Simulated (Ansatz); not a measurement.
Relaxed Ta (bcc, W type):

```
CELL_PARAMETERS angstrom
     -3.31959     3.31959     3.31959
      0.00000     0.00000     3.31959
      0.00000     3.31959     0.00000
ATOMIC_POSITIONS crystal
  Ta 0.00000 0.00000 0.00000
  Ta 0.50000 0.00000 0.00000
```

The atoms are displaced by Q × the pattern below (from a DFPT mode at H = (0.5, 0.5, 0.5), largest move 1; Q in Å), at fixed cell. It is one choice among 3 degenerate patterns. (q is in reciprocal vectors of the primitive cell; the cell shown is doubled to hold the pattern.)

```tsv
atom	x	y	z
Ta1	0.000	0.000	-1.000
Ta2	0.000	0.000	1.000
```

These are PBE (plane waves to 420 eV, PAW, scalar-relativistic; Ansatz, a first-principles code) values and carry that method's errors. k mesh 20×20×20 (Γ-centred), Fermi-Dirac smearing 0.05 eV. Energies are smeared free energies. With partly filled bands, energies and forces of such displacements shift with the k mesh and the smearing. Spin-orbit coupling is left out, though Ta is heavy. Ta is run without spin polarisation. Ta was relaxed with its symmetry unable to fall. ΔE is measured from the undisplaced structure. The last digit holds for this mesh only.

```json
[
 {"Q (Å)": "-0.2800", "ΔE (meV/cell)": "1249.8"},
 {"Q (Å)": "-0.2333", "ΔE (meV/cell)": "903.3"},
 {"Q (Å)": "-0.1867", "ΔE (meV/cell)": "594.6"},
 {"Q (Å)": "-0.1400", "ΔE (meV/cell)": "withheld"},
 {"Q (Å)": "-0.0933", "ΔE (meV/cell)": "151.6"},
 {"Q (Å)": "-0.0467", "ΔE (meV/cell)": "38.0"},
 {"Q (Å)": "0.0000", "ΔE (meV/cell)": "0.0"},
 {"Q (Å)": "0.0467", "ΔE (meV/cell)": "38.0"},
 {"Q (Å)": "0.0933", "ΔE (meV/cell)": "151.6"},
 {"Q (Å)": "0.1400", "ΔE (meV/cell)": "withheld"},
 {"Q (Å)": "0.1867", "ΔE (meV/cell)": "594.6"},
 {"Q (Å)": "0.2333", "ΔE (meV/cell)": "903.3"},
 {"Q (Å)": "0.2800", "ΔE (meV/cell)": "1249.8"}
]
```

Task: Fit an even polynomial form (powers 2, 4, 6) to the given rows and predict ΔE at Q = -0.1400.

Result: Least squares on the 11 given rows: ΔE = (17590)·Q² + (-11440)·Q⁴ + (-122200)·Q⁶, in meV/cell with Q in Å; root-mean-square residual 0.42 meV/cell. At -0.1400 the fit gives 339.4 meV/cell; the calculation gives 339.6 meV/cell, so the interpolation is off by -0.2 (-0.1 %). The quadratic term alone would give 344.8 meV/cell.

(For displaced atoms, the force is minus the slope of the energy, and its curvature is a force constant, which sets phonon frequencies.)
